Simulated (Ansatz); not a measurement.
IrW:
```cif
data_IrW
_chemical_formula_sum 'Ir1 W1'
_space_group_name_H-M_alt 'Pm-3m'
_space_group_IT_number 221
_space_group_name_Hall '-P 4 2 3'
_cell_length_a 3.15309
_cell_length_b 3.15309
_cell_length_c 3.15309
_cell_angle_alpha 90.000
_cell_angle_beta 90.000
_cell_angle_gamma 90.000
loop_
_atom_site_label
_atom_site_type_symbol
_atom_site_symmetry_multiplicity
_atom_site_Wyckoff_symbol
_atom_site_fract_x
_atom_site_fract_y
_atom_site_fract_z
_atom_site_occupancy
Ir1 Ir 1 a 0.00000 0.00000 0.00000 1
W1 W 1 b 0.50000 0.50000 0.50000 1
```

Relaxed with PBE.

Question: Which orbitals make up the states near the Fermi level in plane-wave PAW PBE (Ansatz code)?

Answer: Within 0.5 eV of the Fermi level: W 5d 50 %, Ir 5d 43 %. Projections are on Löwdin-orthogonalised atomic valence shells; empty p or d shells of many metals are not among them.

Question: Tabulate the density of states.

Answer: States/eV per cell of 2 atoms, in 0.25 eV bins, energy from the Fermi level.

| E (eV) | total | Ir 5d | W 5d | W 6s |
|---|---|---|---|---|
| -7.85 | 0.29 | 0.02 | 0.02 | 0.13 |
| -7.60 | 0.34 | 0.03 | 0.03 | 0.14 |
| -7.35 | 0.42 | 0.05 | 0.05 | 0.16 |
| -7.10 | 0.63 | 0.11 | 0.12 | 0.19 |
| -6.85 | 1.34 | 0.40 | 0.38 | 0.24 |
| -6.60 | 1.41 | 0.48 | 0.40 | 0.23 |
| -6.35 | 1.67 | 0.67 | 0.50 | 0.20 |
| -6.10 | 1.77 | 0.82 | 0.56 | 0.18 |
| -5.85 | 2.18 | 1.07 | 0.72 | 0.23 |
| -5.60 | 2.70 | 1.40 | 0.93 | 0.19 |
| -5.35 | 2.06 | 1.07 | 0.74 | 0.10 |
| -5.10 | 1.07 | 0.61 | 0.38 | 0.03 |
| -4.85 | 1.52 | 0.98 | 0.48 | 0.01 |
| -4.60 | 4.11 | 2.87 | 1.14 | 0.01 |
| -4.35 | 3.98 | 2.64 | 1.21 | 0.01 |
| -4.10 | 2.35 | 1.52 | 0.74 | 0.01 |
| -3.85 | 2.46 | 1.59 | 0.72 | 0.03 |
| -3.60 | 3.00 | 1.94 | 0.80 | 0.05 |
| -3.35 | 3.78 | 2.41 | 1.02 | 0.09 |
| -3.10 | 3.32 | 1.97 | 0.99 | 0.14 |
| -2.85 | 1.79 | 0.86 | 0.61 | 0.13 |
| -2.60 | 1.47 | 0.85 | 0.39 | 0.08 |
| -2.35 | 1.54 | 1.06 | 0.29 | 0.06 |
| -2.10 | 0.63 | 0.29 | 0.19 | 0.05 |
| -1.85 | 0.50 | 0.19 | 0.18 | 0.03 |
| -1.60 | 0.45 | 0.17 | 0.18 | 0.03 |
| -1.35 | 0.47 | 0.17 | 0.21 | 0.02 |
| -1.10 | 0.56 | 0.20 | 0.28 | 0.01 |
| -0.85 | 1.26 | 0.40 | 0.76 | 0.05 |
| -0.60 | 2.24 | 0.86 | 1.23 | 0.07 |
| -0.35 | 3.97 | 2.10 | 1.62 | 0.09 |
| -0.10 | 3.80 | 1.64 | 1.96 | 0.06 |
| 0.15 | 3.06 | 1.19 | 1.68 | 0.03 |
| 0.40 | 2.87 | 1.00 | 1.63 | 0.02 |
| 0.65 | 3.40 | 1.17 | 1.93 | 0.01 |
| 0.90 | 2.77 | 0.87 | 1.57 | 0.02 |
| 1.15 | 1.08 | 0.26 | 0.74 | 0.01 |
| 1.40 | 0.91 | 0.19 | 0.65 | 0.02 |
| 1.65 | 0.91 | 0.18 | 0.66 | 0.02 |
| 1.90 | 1.07 | 0.22 | 0.78 | 0.02 |
| 2.15 | 1.58 | 0.32 | 1.16 | 0.04 |
| 2.40 | 2.15 | 0.41 | 1.62 | 0.05 |
| 2.65 | 2.14 | 0.38 | 1.64 | 0.04 |
| 2.90 | 1.80 | 0.32 | 1.36 | 0.04 |
| 3.15 | 1.17 | 0.27 | 0.73 | 0.08 |
| 3.40 | 1.07 | 0.17 | 0.58 | 0.20 |
| 3.65 | 0.78 | 0.11 | 0.36 | 0.16 |
| 3.90 | 0.75 | 0.12 | 0.32 | 0.14 |
| 4.15 | 0.67 | 0.09 | 0.25 | 0.12 |
| 4.40 | 0.65 | 0.08 | 0.21 | 0.12 |
| 4.65 | 0.63 | 0.08 | 0.18 | 0.11 |

The start of the workflow was typed in or built on a structure type; neither database checked (COD, Materials Project) lists it. COD files the formula under space group No. 51. Whether it is the stable phase at ambient conditions was not checked. Symmetry was held in the PBE relaxation; whether a distortion lowers the energy is not shown. The run is not spin-polarised. Its formation energy is positive at this level, so the cell may be metastable or incomplete. Scalar-relativistic: spin–orbit coupling is off unless named, which matters more the heavier the elements.

Potentials: the later of the program's two PAW sets.
